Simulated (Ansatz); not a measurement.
Consider the following.

Relaxed CsPbBr3 (cubic perovskite):

```yaml
crystal:
  lattice:
    - [6.00277, 0.00000, 0.00000]
    - [0.00000, 6.00277, 0.00000]
    - [0.00000, 0.00000, 6.00277]
  atoms:
    - { symbol: Cs, position: [0.00000, 0.00000, 0.00000] }
    - { symbol: Pb, position: [0.50000, 0.50000, 0.50000] }
    - { symbol: Br, position: [0.00000, 0.50000, 0.50000] }
    - { symbol: Br, position: [0.50000, 0.50000, 0.00000] }
    - { symbol: Br, position: [0.50000, 0.00000, 0.50000] }
```

Scan: atom 4 (Br, nearest neighbour Pb at 3.001 Å; its periodic images, 6.0 Å or more away, move with it) is displaced along Cartesian x, direction (1.000, 0.000, 0.000) in Cartesian axes, by s. The other atoms stay.

All values below come from PBE (plane waves to 420 eV, PAW, scalar-relativistic; Ansatz, a program for electronic structure). k mesh 5×5×5 (Γ-centred), Fermi-Dirac smearing 0.05 eV. Energies are smeared free energies. CsPbBr3 was relaxed with its symmetry unable to fall. Spin-orbit coupling is left out, though Pb is heavy. The PAW data are Ansatz's earlier set. This is a high-temperature form of CsPbBr3. ΔE is measured from the undisplaced structure.

The scan covers s from -0.300 to 0.300 Å in 11 points.

Question: Is the energy the same for equal positive and negative displacements?

Answer: Even: the same for both signs. With its periodic images moving along, the atom's site symmetry in this cell is 4/mmm.

Question: What force acts on the atom along the line at s = -0.300 Å?

Answer: 0.071 eV/Å.

Question: What is the force constant k = d²E/ds² of this move at s = 0?

Answer: 0.20 eV/Å².

(A displaced cell: forces are minus the slopes of the energy, force constants its curvatures, and phonons follow from these.)
